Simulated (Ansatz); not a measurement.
## Mg2ScTi3S8, one structure, two calculations

Cell: a computed structure from the Materials Project (it need not be an observed phase).

Space group C2/m (No. 12); a = 12.6969, b = 7.3205, c = 7.4426 Å, β = 124.73°.

```
site  Wyckoff  site symmetry       x       y       z
  Mg       4i              m  0.1263  0.0000  0.8785
  Sc       2b            2/m  0.5000  0.0000  0.0000
 Ti4       4f             -1  0.2500  0.2500  0.5000
 Ti5       2d            2/m  0.5000  0.0000  0.5000
  S7       4i              m  0.2592  0.0000  0.2779
  S8       8j              1  0.5116  0.2344  0.2689
 S10       4i              m  0.7458  0.0000  0.2691
```

One atom of each set is listed; the run and its k-mesh use a cell of 14 atoms with edges of 7.33, 7.33, 7.44 Å.

First run. Level of theory: DFT, PBE, plane waves and PAW, scalar-relativistic, collinear spin, 420 eV cutoff, Γ-centred 5×5×5 k-points, Fermi–Dirac smearing 0.02 eV (Ansatz 0.2.0). Start moments as typed (μB): 1 on each Ti, none on the rest.

| site | V_zz (10²¹ V/m²) | η | m (μB) |
| --- | --- | --- | --- |
| Mg | -0.29 | 0.04 | 0.01 |
| Sc | -0.12 | 0.40 | 0.06 |
| Ti4 | -0.53 | 0.83 | 0.68 |
| Ti5 | -0.53 | 0.64 | 0.68 |
| S7 | 0.71 | 0.03 | -0.01 |
| S8 | -1.48 | 0.69 | -0.01 |
| S10 | -1.50 | 0.73 | -0.01 |

Second run. The same atoms and settings, except that the mesh is 6×6×6 and the Fermi–Dirac smearing is 0.05 eV.

Question: Given the first result, estimate the second.

Answer: 

```tsv
site	V_zz	η	change of V_zz	m (μB)
Mg	-0.27	0.04	+0.02	0.01
Sc	-0.11	0.41	+0.01	0.05
Ti4	-0.49	0.82	+0.04	0.66
Ti5	-0.49	0.62	+0.04	0.67
S7	0.73	0.03	+0.02	-0.01
S8	-1.51	0.68	-0.03	-0.01
S10	-1.53	0.71	-0.03	-0.01
```

The largest change of V_zz is on Ti5, from -0.53 to -0.49.

Semilocal functionals can leave a metal where correlation in the d or f shell opens a gap in the real compound, and that would change the values at and beside Ti. All moments are parallel here, as the start or the cell imposes; many such compounds order antiparallel, where fields and spin densities carried over to other atoms largely cancel. The magnetic order is the one that the run reached from its start moments, not necessarily the measured one (the real compound may not order at all).
